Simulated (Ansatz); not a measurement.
K2NaInF6:
Space group Fm-3m (No. 225); a = b = c = 8.5812 Å, α = β = γ = 90.00°

```csv
atom,site,symmetry,x,y,z
K,8c,-43m,0.2500,0.2500,0.2500
Na,4b,m-3m,0.5000,0.5000,0.5000
In,4a,m-3m,0.0000,0.0000,0.0000
F,24e,4m.m,0.0000,0.0000,0.2414
```
(The calculation used a cell of 10 atoms; values per cell refer to that cell.)

Relaxed with PBEsol. The program Ansatz at the PBEsol level (PAW) gives a gap of 5.43 eV.

Problem. What gap does HSE06 give on the same cell (Ansatz, PAW)?

Solution. 7.67 eV, 2.24 eV more. The hybrid was solved on a coarser mesh and at special points; the gap given is the minimum over both.

```
k  v1 PBEsol  c1 PBEsol  v1 HSE06  c1 HSE06
-  ---------  ---------  --------  --------
Γ       0.00       5.43     -0.02      7.67
X      -0.01       7.09         ?         ?
L      -0.02       6.79         ?         ?
W      -0.10       7.14         ?         ?
K      -0.04       7.10         ?         ?
```

Problem. Top valence (v1) and lowest conduction level (c1) in eV from each method's valence maximum (which need not be a listed point): supply the withheld HSE06 values.

Solution. 
- L, v1 HSE06: 0.00
- L, c1 HSE06: 9.12
- X, v1 HSE06: -0.03
- X, c1 HSE06: 9.47
- W, v1 HSE06: -0.05
- W, c1 HSE06: 9.53
- K, v1 HSE06: -0.03
- K, c1 HSE06: 9.48

Cost on shared cores: the PBEsol run (SCF on a 6×6×6 mesh, then bands and DOS) very roughly 70 core-seconds, the HSE06 run (SCF on 4×4×4, then a few points) very roughly 6 core-minutes; the tasks are unlike.

The workflow started from a Materials Project entry (that database holds measured and hypothetical structures alike); the Crystallography Open Database copy checked does not list it. Its standing as an ambient phase is unchecked. The PBEsol relaxation kept the symmetry of its start; its stability against distortions is not shown here. Spin–orbit coupling is left out wherever it is not named.

Potentials: the later of the program's two PAW sets.
